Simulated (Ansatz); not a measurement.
A relaxation computed with Ansatz, from input to last step.

```yaml
crystal:
  lattice:
    - [3.5696434418, 0.0, 0.0]
    - [0.0, 3.5696434418, 0.0]
    - [0.0, 0.0, 7.998913268]
  atoms:
    - { symbol: Zr, position: [0.0, 0.5, 0.2645176999] }
    - { symbol: Zr, position: [0.5, 0.0, 0.7354823001] }
    - { symbol: Ge, position: [0.0, 0.0, 0.0] }
    - { symbol: Ge, position: [0.5, 0.5, 0.0] }
    - { symbol: Se, position: [0.0, 0.5, 0.6183495525] }
    - { symbol: Se, position: [0.5, 0.0, 0.3816504475] }
basis:
  ecutwfc: 420
kpoints:
  mp_grid: { grid: [10, 10, 6] }
hamiltonian:
  xc: pbesol
scf:
  occupations: { method: gaussian, width: 0.1 }
output:
  forces: true
  stress: true
  eigenvalues: true
relax:
  adjacent_minimum: "off"
  f_tol: 0.01
  max_steps: 30
  cell: { stress_tol: 0.1, fix: [volume] }
```

```bash
ansatz run input.yaml --threads 2 --pin off --max-ram 5120MiB --backend cpu --events-out ev --progress --plain --runs-dir out
```

Computed with Ansatz, DFT PBEsol, scalar-relativistic, plane waves, PAW.

The volume is held at 0.91 times that of the relaxed cell.

Of 4 frames 3 are shown, positions in Å and forces in eV/Å; the SCF threshold varies from step to step. Steps run on the plane waves of an earlier cell, with a Pulay correction in the pressure. The basis is chosen afresh for the last frame, the zero of the energies, and at times for earlier ones too; energy and pressure step there, also at an unchanged geometry. The mark taken_back stands on steps that the optimiser undid.

```xyz
6
Lattice="3.5696 0.0000 0.0000 0.0000 3.5696 0.0000 0.0000 0.0000 7.9989" Properties=species:S:1:pos:R:3:forces:R:3 pbc="T T T" step=1 free_energy_over_end_meV_per_atom=0.11 pressure_GPa=13.76
Zr    0.0000    1.7848    2.1159    0.0000    0.0000    0.0714
Zr    1.7848    0.0000    5.8831    0.0000    0.0000   -0.0714
Ge    0.0000    0.0000    0.0000    0.0000    0.0000    0.0000
Ge    1.7848    1.7848    0.0000    0.0000    0.0000    0.0000
Se    0.0000    1.7848    4.9461    0.0000    0.0000   -0.0583
Se    1.7848    0.0000    3.0528    0.0000    0.0000    0.0583
6
Lattice="3.5689 0.0000 0.0000 0.0000 3.5689 0.0000 0.0000 0.0000 8.0021" Properties=species:S:1:pos:R:3:forces:R:3 pbc="T T T" step=2 free_energy_over_end_meV_per_atom=0.58 pressure_GPa=13.59 taken_back
Zr    0.0000    1.7845    2.1293    0.0000    0.0000   -0.1500
Zr    1.7845    0.0000    5.8728    0.0000    0.0000    0.1500
Ge    0.0000    0.0000    0.0000    0.0000    0.0000    0.0000
Ge    1.7845    1.7845    0.0000    0.0000    0.0000    0.0000
Se    0.0000    1.7845    4.9280    0.0000    0.0000    0.1523
Se    1.7845    0.0000    3.0741    0.0000    0.0000   -0.1523
6
Lattice="3.5703 0.0000 0.0000 0.0000 3.5703 0.0000 0.0000 0.0000 7.9960" Properties=species:S:1:pos:R:3:forces:R:3 pbc="T T T" step=4 free_energy_over_end_meV_per_atom=0.00 pressure_GPa=13.70
Zr    0.0000    1.7851    2.1195    0.0000    0.0000    0.0006
Zr    1.7851    0.0000    5.8765    0.0000    0.0000   -0.0006
Ge    0.0000    0.0000    0.0000    0.0000    0.0000    0.0000
Ge    1.7851    1.7851    0.0000    0.0000    0.0000    0.0000
Se    0.0000    1.7851    4.9390    0.0000    0.0000   -0.0031
Se    1.7851    0.0000    3.0570    0.0000    0.0000    0.0031
```

The run took 56 s on 2 threads of Arm Neoverse V2, on a shared host, peak memory 0.64 GiB.